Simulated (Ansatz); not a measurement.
BP (zinc blende)

```
CELL_PARAMETERS angstrom
      0.00000     2.26010     2.26010
      2.26010     0.00000     2.26010
      2.26010     2.26010     0.00000
ATOMIC_POSITIONS crystal
  P  0.75000 0.75000 0.75000
  B  0.00000 0.00000 0.00000
```

The slice is a {100} plane (indices of the conventional cell) through the point (0.000, 0.000, 0.000) (fractional), spanned by u = [100] and v = [0 1 -1] in vectors of this cell: u (3.20 Å) and v (3.20 Å, at 90° to u). It covers one period; positions are fractions (u, v).

The numbers are results of PBEsol (plane waves to 420 eV, PAW, scalar-relativistic; Ansatz, a quantum-chemistry and plane-wave program), not measurements. k mesh 13×13×13. These are valence fields of a PAW run, semicore shells included where kept as valence: close to a nucleus they are smooth pseudo fields. BP was relaxed with its symmetry unable to fall. The PAW data are Ansatz's earlier set.

Question: Predict the map of the valence electron density on the slice.

Answer: 
```
|%%@@@%%##***##%%@@@%|
|@@@@@%##*****##%@@@@|
|@@@@%##**+++**##%@@@|
|@@@%##*++===++*##%@@|
|@%%##*+==---==+*##%%|
|%%##*+=--:::--=+*##%|
|###*+=-::...::-=+*##|
|##**+=-:.   .:-=+**#|
|***+=-:.     .:-=+**|
|***+=-:.     .:-=+**|
|***+=-:.     .:-=+**|
|##**+=-:.   .:-=+**#|
|###*+=-::...::-=+*##|
|%%##*+=--:::--=+*##%|
|@%%##*+==---==+*##%%|
|@@@%##*++===++*##%@@|
|@@@@%##**+++**##%@@@|
|@@@@@%##*****##%@@@@|
|%%@@@%%##***##%%@@@%|
|#%@@@@%##***##%@@@@%|
```
Scale: ten equal steps from -1.28 (start of ' ') to -0.14 (end of '@'), in the order ' .:-=+*#%@'. Values: log₁₀ of the valence density in e/Å³. The map has 20 points along u (one character each, u = 0 at the left) and 20 along v (v = 0 in the bottom row). The scale is logarithmic, as a density can span decades between atoms and voids.
